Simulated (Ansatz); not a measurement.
One crystal and one scan (energy against volume) at two levels, PBE-D3(BJ) (plane waves to 420 eV, PAW, scalar-relativistic; Ansatz, a quantum-chemistry and plane-wave program) and r2SCAN+rVV10 (plane waves to 500 eV, PAW, scalar-relativistic; Ansatz), each from its own relaxed cell and on its own mesh. The cell shown is that of PBE-D3(BJ).

SnO (litharge type, space group P4/nmm)

```xyz
4
Lattice="3.8362 0.0000 0.0000 0.0000 3.8362 0.0000 0.0000 0.0000 4.7574" Properties=species:S:1:pos:R:3 pbc="T T T"
Sn     1.9181     0.0000     1.1581
Sn     0.0000     1.9181     3.5993
O      0.0000     0.0000     0.0000
O      1.9181     1.9181     0.0000
```

This relaxed cell (volume V₀) is scaled evenly in all directions, its shape held. The atoms relax within the cell's symmetry.

Energies are smeared free energies. SnO was relaxed with its symmetry unable to fall. The PAW data are Ansatz's earlier set. With the shape held, the modulus is that of even scaling; a crystal free to change shape is softer. Percentages come from the unrounded values. Both scans cover V/V₀ from 0.840 to 1.160.

| quantity | PBE-D3(BJ) | r2SCAN+rVV10 | PBE-D3(BJ) − r2SCAN+rVV10 |
|---|---|---|---|
| Lattice constant a (Å) | 3.836 | 3.793 | +0.043 (+1.1 %) |
| Lattice constant c (Å) | 4.757 | 4.764 | -0.007 (-0.1 %) |
| Relaxed volume (Å³/atom) | 17.50 | 17.13 | +0.37 (+2.2 %) |
| Pressure at the smallest volume (GPa) | 12.3 | 13.5 | -1.2 (-9 %) |
| Energy cost of the largest compression (meV/atom) | 90 | 95 | -5 (-5 %) |
| Energy cost of the largest expansion (meV/atom) | 53 | 60 | -7 (-11 %) |
| Bulk modulus at fixed cell shape B₀ (third-order Birch-Murnaghan fit) (GPa) | 48.4 | 54.0 | -5.6 (-10 %) |
| Pressure derivative B₀′ (fit) | 4.1 | 3.7 | +0.4 (+11 %) |
| Pressure for 5 % compression (fit) (GPa) | 2.8 | 3.0 | -0.2 (-9 %) |

PBE-D3(BJ) gives the higher value for: lattice constant a; relaxed volume; pressure derivative B₀′. PBE-D3(BJ) gives the lower value for: pressure at the smallest volume; energy cost of the largest compression; energy cost of the largest expansion; bulk modulus at fixed cell shape B₀. They agree on: lattice constant c (within 0.2 %). (PBE-D3(BJ)) At this level the bands of SnO touch or barely overlap; measurements give the solid a gap. (r2SCAN+rVV10) At this level the bands of SnO touch or barely overlap; measurements give the solid a gap. Neither level is exact: the differences show how much the result hangs on the functional.

ΔE (meV/atom), each from the relaxed starting cell of its own level:

| V/V₀ | PBE-D3(BJ) | r2SCAN+rVV10 |
|---|---|---|
| 0.840 | 90 | 95 |
| 0.872 | 53 | 56 |
| 0.904 | 28 | 30 |
| 0.936 | 12 | 13 |
| 0.968 | 3 | 3 |
| 1.000 | 0 | 0 |
| 1.032 | 3 | 3 |
| 1.064 | 10 | 11 |
| 1.096 | 21 | 24 |
| 1.128 | 36 | 40 |
| 1.160 | 53 | 60 |

(Under strain, the slope of the energy per volume gives the stress and its curvature an elastic modulus.)
